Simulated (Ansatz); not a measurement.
Zn:
```cif
data_Zn2
_chemical_formula_sum 'Zn2'
_space_group_name_H-M_alt 'P 1'
_space_group_IT_number 1
_cell_length_a 2.59632
_cell_length_b 2.59632
_cell_length_c 4.97790
_cell_angle_alpha 90.000
_cell_angle_beta 90.000
_cell_angle_gamma 120.000
loop_
_space_group_symop_operation_xyz
  'x, y, z'
loop_
_atom_site_label
_atom_site_type_symbol
_atom_site_fract_x
_atom_site_fract_y
_atom_site_fract_z
_atom_site_occupancy
Zn1 Zn 0.33333 0.66667 0.25000 1
Zn2 Zn 0.66667 0.33333 0.75000 1
```

Relaxed with r²SCAN.

**Question.** Decompose the optical modes at the zone centre into irreducible representations, and say which are infrared and Raman allowed.

**Answer.** Point group 6/mmm: Γ_opt = B1g + E2g. Infrared: none. Raman: E2g.

**Question.** Assign frequencies (DFPT, DFT-r²SCAN in the program Ansatz with PAW potentials).

**Answer.** E2g 74, B1g 128 cm⁻¹.

Subscripts of B labels follow the axes of the standard setting.

Space group P6_3/mmc (hcp (Mg type)). Symmetry was held in the r²SCAN relaxation; of distortions, only those at the zone centre were tested. As this level gives no gap, phonon frequencies hold no LO–TO term and depend on the k-mesh and smearing (Fermi–Dirac, 0.1 eV here).

Potentials: the earlier of the program's two PAW sets.
